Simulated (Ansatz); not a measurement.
Cu Kα1 powder pattern (kinematic, no thermal factors).
2θ (°) (relative intensity): 22.63 (4), 25.57 (100), 29.59 (2), 29.64 (1), 38.21 (4), 42.34 (26), 42.38 (46), 44.47 (3), 50.12 (31), 50.19 (13), 54.83 (1), 61.43 (8), 61.54 (3), 63.08 (2), 67.65 (6), 67.70 (10), 71.63 (2), 74.69 (1), 75.97 (1), 77.47 (15), 77.55 (6), 83.14 (7), 83.19 (3), 83.29 (2), 86.89 (1)

The pattern is computed from a structure relaxed with DFT PBE, scalar-relativistic, plane waves, PAW in Ansatz. No spin polarisation. Its elements are As, Ga, Sb.

Give the structure.

Ga$_{5}$Sb$_{3}$As$_{2}$.
Space group I-4m2 (No. 119). a = 4.266 Å, b = 4.266 Å, c = 30.112 Å, α = 90.00°, β = 90.00°, γ = 90.00°
```json
{"atom": "Ga", "site": "4e", "symmetry": "2mm.", "x": "0.5000", "y": "0.5000", "z": "0.4083"}
{"atom": "Ga", "site": "2b", "symmetry": "-4m2", "x": "0.5000", "y": "0.5000", "z": "0.0000"}
{"atom": "Ga", "site": "4e", "symmetry": "2mm.", "x": "0.5000", "y": "0.5000", "z": "0.1972"}
{"atom": "Sb", "site": "4f", "symmetry": "2mm.", "x": "0.0000", "y": "0.5000", "z": "0.1446"}
{"atom": "Sb", "site": "2d", "symmetry": "-4m2", "x": "0.5000", "y": "0.0000", "z": "0.2500"}
{"atom": "As", "site": "4f", "symmetry": "2mm.", "x": "0.5000", "y": "0.0000", "z": "0.4542"}
```

A pattern alone doesn't exclude other cells with like lines; this is the one computed.

The structure comes from a generated guess; another structure or a mixture of phases may lie lower.
